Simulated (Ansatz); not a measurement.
**What a change of settings does to a run on MnRh**

The cell comes from COD entry 1522186, which wasn't checked; take it as a given geometry. The listed cell was then made from it by scaling, straining or moving an atom.

First run: DFT, LDA, all-electron LAPW, scalar-relativistic (Ansatz 0.2.0).

Command: `ansatz run input.yaml --threads 1 --pin off --max-ram 3072MiB --backend cpu --events-out ev --progress --plain --runs-dir out` The run took 2.2 min on 1 thread of Arm Neoverse V1, on a shared host.

```yaml
crystal:
  lattice:
    - [3.0840572252, 0.0, 0.0]
    - [0.0, 3.0840572252, 0.0]
    - [0.0, 0.0, 3.0840572252]
  atoms:
    - { symbol: Mn, position: [0.0, 0.0, 0.0], spin: 4.0 }
    - { symbol: Rh, position: [0.5, 0.5, 0.5] }
magnetization:
  spin_polarized: true
kpoints:
  mp_grid: { grid: [11, 11, 11] }
scf:
  occupations: { method: fermi_dirac, width: 0.05 }
hamiltonian:
  xc: lda
  pseudopotentials: { kind: all_electron, lapw: { basis_error: 0.001 } }
output:
  forces: true
  stress: true
relax:
  f_tol: 0.005
  max_steps: 80
  cell: {}
```

Result: converged; relaxed volume 12.877 Å³/atom; moment 3.94 μB; 39 SCF iterations in all.

The input is then changed:

```diff
@@ -12,5 +12,5 @@
   mp_grid: { grid: [11, 11, 11] }
 scf:
-  occupations: { method: fermi_dirac, width: 0.05 }
+  occupations: { method: gaussian, width: 0.15 }
 hamiltonian:
   xc: lda
@@ -20,6 +20,9 @@
   stress: true
 relax:
-  f_tol: 0.005
+  f_tol: 0.05
   max_steps: 80
   cell: {}
+  max_displacement: 0.1
+basis:
+  xc_grid: 3
```

Task: Predict the outcome of the changed run.

Result: It converged; energy at zero smearing -0.1 meV/atom from the first run; relaxed volume 12.878 Å³/atom; moment 3.94 μB; 44 SCF iterations in all.
